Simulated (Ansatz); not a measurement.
Lu$_{2}$AlSi$_{2}$:
```yaml
crystal:
  lattice:
    - [-1.99714, 2.81334, 4.19849]
    - [1.99714, -2.81334, 4.19849]
    - [1.99714, 2.81334, -4.19849]
  atoms:
    - { symbol: Lu, position: [0.28916, 0.78916, 0.50000] }
    - { symbol: Lu, position: [0.71084, 0.21084, 0.50000] }
    - { symbol: Si, position: [0.28910, 0.50000, 0.78910] }
    - { symbol: Si, position: [0.71090, 0.50000, 0.21090] }
    - { symbol: Al, position: [0.00000, 0.00000, 0.00000] }
```

Relaxed with r²SCAN.

Q: Map the valence electron density (e/Å³), cut off at 0.5 on the plane through (0.289, 0.789, 0.500) spanned by u = [1, 1, 0] and v = [1, 0, 1] in lattice vectors, from DFT-r²SCAN in the program Ansatz with PAW potentials.

A: x is the fraction of u, y of v (the angle between them is 90°; rows are the nearest grid lines); atoms in the plane: Lu at (0.00, 0.00), Lu at (0.42, 0.00), Si at (0.71, 0.29), Si at (0.71, 0.71), Al at (0.21, 0.50).
```
|9999983111139999999997222222222223899999|
|9999972111138999999996222222222223799999|
|9999952111126999999995223333333223699999|
|9999421111112499999953345666666543359999|
|9963211111111247999633457765667754334699|
|3321111111111112333233578743357865322233|
|1111111222211111111124578620036875322111|
|1111222222222211111123577520025775321111|
|1112222222222221111123467642246764321111|
|1112232111123221111112357776677653211111|
|1122321000012322111012346789887543211011|
|1122321000012322111011235789986532110011|
|1122321000012322111011235789986532110011|
|1122321000012322111012346789887543211011|
|1112232111123221111112357776677653211111|
|1112222222222221111123467642246764321111|
|1111222222222211111123577520025775321111|
|1111111222211111111124578620036875322111|
|3321111111111112333233578743357865322233|
|9963211111111247999633457765667754334699|
|9999421111112499999953345666666543359999|
|9999952111126999999995223333333223699999|
|9999972111138999999996222222222223799999|
|9999983111139999999997222222222223899999|
```
Scale: ten equal steps from 0.058 (start of '0') to 0.500 (end of '9'), in the order '0123456789'; x runs from 0.000 to 1.00, y from 0.000 (bottom) to 1.00 (top).

The density is the valence pseudo-density with augmentation charge, so density and ELF within about 1 Å of a nucleus are not all-electron values.

Space group Immm. The workflow started from an entry of the Crystallography Open Database (COD). Whether it is the stable phase at ambient conditions was not checked. The cell was relaxed with r²SCAN under the symmetry of its start; its stability against distortions is not shown here. Scalar-relativistic: spin–orbit coupling is off unless named, which matters more the heavier the elements.

Potentials: the later of the program's two PAW sets.
